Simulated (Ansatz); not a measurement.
# From the elastic tensor of ZrC to moduli and sound speeds

Theory: DFT PBE, scalar-relativistic, plane waves, PAW (Ansatz 0.2.0). Cutoff 420 eV, 20×20×20 k-points (Γ-centred), Fermi-Dirac smearing of 0.15 eV. No spin polarisation.

Space group Fm-3m (No. 225), cubic, a = 4.709 Å. Zr is surrounded by 6 C at 2.35 Å; C has 6 Zr at 2.35 Å.

It comes from a database structure that was distorted and then relaxed. In a metal, frequencies and elastic constants depend on the k mesh and the smearing, soft modes and shear constants most.

Relaxed-ion constants (GPa, on the Cartesian axes of the calculation):
C11 = 459.1, C12 = 103.7, C13 = 103.7, C22 = 459.1, C23 = 103.7, C33 = 459.1, C44 = 153.1, C55 = 153.1, C66 = 153.1 GPa; the others vanish.

Density 6.567 g/cm³; 2 atoms in 26.11 Å³.

With S = C⁻¹: B_V = (C11+C22+C33+2(C12+C13+C23))/9, G_V = (C11+C22+C33−C12−C13−C23+3(C44+C55+C66))/15, 1/B_R = S11+S22+S33+2(S12+S13+S23), 15/G_R = 4(S11+S22+S33−S12−S13−S23)+3(S44+S55+S66); Hill is their mean. Then v_l = √((B+4G/3)/ρ), v_t = √(G/ρ), v_m = [(2/v_t³+1/v_l³)/3]^(−1/3) and Θ = (ħ/k_B)·v_m·(6π²n/V)^(1/3) for n atoms in the volume V; E = 9BG/(3B+G), ν = (3B−2G)/(2(3B+G)) and A^U = 5G_V/G_R + B_V/B_R − 6.

```
Bulk modulus, Voigt / Reuss / Hill          : 222.2 / 222.2 / 222.2 GPa
Shear modulus, Voigt / Reuss / Hill         : 162.9 / 162.1 / 162.5 GPa
Young's modulus                             : 392 GPa
Poisson ratio                               : 0.206
Pugh ratio B/G                              : 1.37 (under 1.75, the rule of thumb for brittle)
Universal anisotropy index                  : 0.03
Longitudinal and transverse sound speeds    : 8175 and 4975 m/s
Debye temperature from the mean sound speed : 695 K
```
